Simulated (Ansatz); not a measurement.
Relativity and the crystal structure of Au

All-electron LAPW in Ansatz 0.2.0 under LDA, no spin polarisation, energies at zero smearing. Each structure type is relaxed to zero pressure at each level of relativity. k spacings are near 0.16 Å⁻¹ and smearing is 0.05 eV. Energies count from fcc at the same level and carry up to 5 meV/atom of mesh noise; only these types were tried.

```json
{"level": "non-relativistic", "V fcc (Å³/atom)": "19.38", "V bcc (Å³/atom)": "19.52", "V hcp (Å³/atom)": "19.43", "V sc (Å³/atom)": "?", "V diamond (Å³/atom)": "?", "E bcc − E fcc (meV/atom)": "40", "E hcp − E fcc (meV/atom)": "2", "E sc − E fcc (meV/atom)": "401", "E diamond − E fcc (meV/atom)": "1033"}
{"level": "scalar-relativistic", "V fcc (Å³/atom)": "16.56", "V bcc (Å³/atom)": "16.60", "V hcp (Å³/atom)": "16.59", "V sc (Å³/atom)": "19.00", "V diamond (Å³/atom)": "26.36", "E bcc − E fcc (meV/atom)": "17", "E hcp − E fcc (meV/atom)": "13", "E sc − E fcc (meV/atom)": "270", "E diamond − E fcc (meV/atom)": "1005"}
{"level": "with spin–orbit coupling", "V fcc (Å³/atom)": "16.44", "V bcc (Å³/atom)": "16.49", "V hcp (Å³/atom)": "16.46", "V sc (Å³/atom)": "18.81", "V diamond (Å³/atom)": "26.03", "E bcc − E fcc (meV/atom)": "19", "E hcp − E fcc (meV/atom)": "12", "E sc − E fcc (meV/atom)": "275", "E diamond − E fcc (meV/atom)": "1022"}
```

Problem. What belongs in the row "non-relativistic", column "V diamond (Å³/atom)"?

Solution. 32.27.

Problem. Fill in "V sc (Å³/atom)" for the row "non-relativistic".

Solution. 22.56.

Problem. Which type is lowest at each level, and how does relativity move the volume?

Solution. non-relativistic: fcc or hcp (too close to call); scalar-relativistic: fcc; with spin–orbit coupling: fcc. The volume of fcc changes by -14.5 % from the first level to the second and by -0.7 % from the second to the third.
